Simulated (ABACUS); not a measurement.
Worked example: self-consistent single point of a model cell of Fe (Pm-3m, 1 atom in the cell; prototype structure) in ABACUS.

Level of theory: PBE, numerical atomic orbitals TZP (confined pseudo-atomic orbitals; energy shift 0.01 Ry), PseudoDojo 0.5 standard norm-conserving PBE (tails mended) pseudopotentials in ABACUS.

```yaml
crystal:
  lattice:
    - [2.36562, 0.00000, 0.00000]
    - [0.00000, 2.36562, 0.00000]
    - [0.00000, 0.00000, 2.36562]
  atoms:
    - { symbol: Fe, position: [0.00000, 0.00000, 0.00000], spin: 4.0 }
```
(The spins are starting values, not results.)

Reference input (self-consistent single point, DFT, PBE, numerical atomic orbitals TZP (confined pseudo-atomic orbitals; energy shift 0.01 Ry), PseudoDojo 0.5 standard norm-conserving PBE (tails mended) pseudopotentials): basis = TZP numerical atomic orbitals, energy shift 0.01 Ry; KPT = Gamma 14 14 14 0 0 0; basis_type = lcao; ecutwfc = 100 Ry; smearing_method = mv; smearing_sigma = 0.00734986 Ry; nspin = 2; potentials = PseudoDojo 0.5 standard norm-conserving PBE (tails mended); symmetry = 1; symmetry_prec = 1e-05; nbands = 14; ks_solver = genelpa. This run's input differs from it in these lines:

```diff
@@ -49,3 +49,3 @@
 Gamma
-14 14 14 0 0 0
+34 34 34 0 0 0
```

Log, with long lists cut:

```
 SELF-CONSISTENT
 -------------------------------------------

                  longest orb rcut (Bohr) = 6.6
   longest nonlocal projector rcut (Bohr) = 1.58
                     search radius (Bohr) = 16.4

                          real space grid = [ 30, 30, 30 ]
                                 init_chg = atomic

 LCAO ALGORITHM --------------- ION=   1  ELEC=   1--------------------------------
          total magnetism (Bohr mag/cell) = 2.91261
       absolute magnetism (Bohr mag/cell) = 2.91833
                        nelec for spin up = 9.45631
                      nelec for spin down = 6.54369

 Density error is 0.0746644823415
   [... lines left out ...]
 E_KohnSham     -250.5475427752      -3408.8742016419
 E_Fermi        1.1607431713         15.7927210438

 LCAO ALGORITHM --------------- ION=   1  ELEC=  15--------------------------------
          total magnetism (Bohr mag/cell) = 2.44906
       absolute magnetism (Bohr mag/cell) = 2.51162
                        nelec for spin up = 9.22453
                      nelec for spin down = 6.77547

 Density error is 5.99392983503e-08
 E_KohnSham     -250.5475427753      -3408.8742016424
 E_KS(sigma->0) -250.5475770861      -3408.8746684648
 E_entropy(-TS) 0.0000686216         0.0009336448
 E_Fermi        1.1607431830         15.7927212028
 charge density convergence is achieved
 final etot is -3408.8742016 eV
 EFERMI = 15.792721203 eV

 STATE ENERGY(eV) AND OCCUPATIONS    NSPIN == 2
SPIN UP :
   [... 11 lines left out ...]

SPIN DOWN :
   [... 11 lines left out ...]

-------------------------------------------------
 Total Magnetism (uB)
-------------------------------------------------
                        Fe1         2.4490570795
-------------------------------------------------

 TOTAL-FORCE (eV/Angstrom)
                       Fe1         0.0000000000         0.0000000000         0.0000000000

 TOTAL-STRESS (KBAR)
       -82.7050570144         0.0000000000         0.0000000000
         0.0000000000       -82.7050570144        -0.0000000000
         0.0000000000        -0.0000000000       -82.7050570144
 TOTAL-PRESSURE: -82.705057 KBAR

 --------------------------------------------
 !FINAL_ETOT_IS -3408.8742016423998393 eV
 --------------------------------------------
```

The run converged in 15 iterations. Against the reference run the free energy goes down by 2.1 meV/atom, the pressure hardly changes (-8.23 to -8.27 GPa) and the net moment goes from 2.48 to 2.45 μB/atom.

Lattice and positions were typed or generated, without prior relaxation. The atom-centred basis is finite, which shifts total energies and pressures against plane waves. The run is spin-polarised and ends with a net moment of 2.45 μB in the cell. This run is one point of a test of settings, so its values need not be converged; read them against the reference run alone. With one magnetic atom the cell allows parallel order alone; another order can lie lower.

Cost on one core: around 50 core-seconds (rough).

The atomic orbitals were generated for these runs; they are not ABACUS's published sets and were checked against plane waves on a few crystals only.

“Tails mended”: in these copies of the files the far tail of each local potential was reset to the Coulomb form.
